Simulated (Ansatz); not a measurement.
The elements of this relaxed trial crystal are hidden behind letters.

```
lattice vectors (Å)
   5.3351    0.0000    0.0000
  -2.6676    4.6204    0.0000
   0.0000    0.0000    4.5852
fractional positions
X 0.5000 0.0000 0.5000
X 0.5000 0.5000 0.5000
X 0.0000 0.5000 0.5000
X 0.3333 0.6667 0.0000
X 0.6667 0.3333 0.0000
Z 0.0000 0.0000 0.0000
```

All numbers below come from DFT PBE, scalar-relativistic, plane waves, PAW in Ansatz. Settings of the last relaxation (6-atom cell): 420 eV, 12×12×8 k points, Gaussian smearing of 0.10 eV, no spin polarisation.

| Item | Value |
| --- | --- |
| Space group | P6/mmm (No. 191) |
| Conventional cell | a = 5.335 Å, c = 4.585 Å |
| Volume per atom | 18.84 Å³ |
| Density | 3.08 g/cm³ |
| Energy over the elements | +0.29 eV/atom |
| Gap on the 12×12×8 mesh of the 6-atom cell | 0 eV (a metal) |

Energies are uncorrected and count from the elements' standard states at the same level.

Question: X is a p-block element of period 3 and Z is a p-block element of period 4. Which elements are they?

Answer: X = Al, Z = As, so the formula is Al5As, here in the CaCu5 type. Density times volume gives a mean mass of 3.08 × 18.84/1.6605 = 34.9 u per atom, and this set has 35.0 u. Al on a site of symmetry mmm is surrounded by 8 Al at 2.67–2.76 Å and 4 As at 3.52 Å; around Al on a site of symmetry -6m2 lie 6 Al at 2.76 Å, 3 As at 3.08 Å and 3 Al at 3.08 Å; As has 6 Al at 3.08 Å and 12 Al at 3.52 Å. Other sets within the hints have nearly the same mass, so mass alone doesn't settle it; this one was computed.

A structure relaxed within its symmetry needn't be a true minimum. Another cell of Al5As relaxed alike, in Cmmm, lies 91 meV/atom lower, so this cell isn't the stable form at this level.
